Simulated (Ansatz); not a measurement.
# B₃Ru₅: vibrational free energy, entropy and heat capacity

Theory: DFT PBE, scalar-relativistic, plane waves, PAW in Ansatz 0.2.0. Cutoff 420 eV, 12×12×4 k-points (Γ-centred), Gaussian smearing of 0.10 eV. No spin polarisation. Phonons by linear response, acoustic sum rule imposed.

Relaxed structure:
```cif
data_structure
_symmetry_space_group_name_H-M 'P 1'
_symmetry_Int_Tables_number 1
_cell_length_a 2.8303
_cell_length_b 2.8303
_cell_length_c 12.8274
_cell_angle_alpha 90.000
_cell_angle_beta 90.000
_cell_angle_gamma 120.000
_cell_volume 88.99
loop_
_atom_site_label
_atom_site_type_symbol
_atom_site_fract_x
_atom_site_fract_y
_atom_site_fract_z
_atom_site_occupancy
B1 B 0.33333 0.66667 0.72643 1
B2 B 0.33333 0.66667 0.50000 1
B3 B 0.33333 0.66667 0.27357 1
Ru1 Ru 0.00000 0.00000 0.83420 1
Ru2 Ru 0.00000 0.00000 0.38814 1
Ru3 Ru 0.00000 0.00000 0.61186 1
Ru4 Ru 0.00000 0.00000 0.16580 1
Ru5 Ru 0.33333 0.66667 0.00000 1
```

The cell was found from a proposed guess, not taken from experiment. In a metal, frequencies and elastic constants depend on the k mesh and the smearing, soft modes and shear constants most. Some empty bands missed the eigensolver's threshold. The q mesh is coarse, so values between its points are rough.

Force constants from linear response on a 3×3×1 q mesh, interpolated to a fine mesh.

Question: What is the zero-point energy per atom?

Answer: 61.6 meV.

Question: How large are the vibrational entropy and heat capacity at 300 K?

Answer: S = 2.42 k_B and C_V = 2.38 k_B per atom, 79 % of the Dulong–Petit value.

Question: Tabulate them against temperature.

Answer:
| T (K) | F_vib (meV/atom) | S (k_B/atom) | C_V (k_B/atom) |
| --- | --- | --- | --- |
| 100 | 60.3 | 0.52 | 1.01 |
| 200 | 51.3 | 1.54 | 1.92 |
| 300 | 34.1 | 2.42 | 2.38 |
| 400 | 10.1 | 3.14 | 2.61 |
| 500 | -19.6 | 3.74 | 2.74 |
| 600 | -54.0 | 4.24 | 2.81 |
| 700 | -92.5 | 4.68 | 2.86 |
| 800 | -134.5 | 5.06 | 2.89 |
| 900 | -179.7 | 5.41 | 2.91 |
| 1000 | -227.6 | 5.71 | 2.93 |
